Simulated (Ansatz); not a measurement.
V:
```xyz
1
Lattice="-1.4889 1.4889 1.4889 1.4889 -1.4889 1.4889 1.4889 1.4889 -1.4889" Properties=species:S:1:pos:R:3 pbc="T T T"
V      0.0000     0.0000     0.0000
```

Relaxed with the program Ansatz at the r²SCAN+D4 level (PAW). Indices refer to the conventional cell of Im-3m, a = b = c = 2.978 Å, α = β = γ = 90.00°.

**Question.** Simulate the powder diffraction pattern (Cu Kα, λ = 1.54184 Å; lines above 1 %) up to 2θ = 90°.

**Answer.** Simulated powder pattern, Cu Kα, λ = 1.54184 Å (kinematic, ideal powder, no thermal factors, no anomalous dispersion; the 30 strongest lines at most, above 1 %, up to 2θ = 90°):

```
2θ (°)  d (Å)  I/Imax (%)    hkl
------  -----  ----------  -----
42.95   2.106         100  (110)
62.37   1.489          15  (200)
78.71   1.216          28  (211)
```

Symmetry was held in the r²SCAN+D4 relaxation. The workflow began spin-polarised and lost its moments. The pairwise dispersion correction was not fitted to metals.

Potentials: the earlier of the program's two PAW sets.
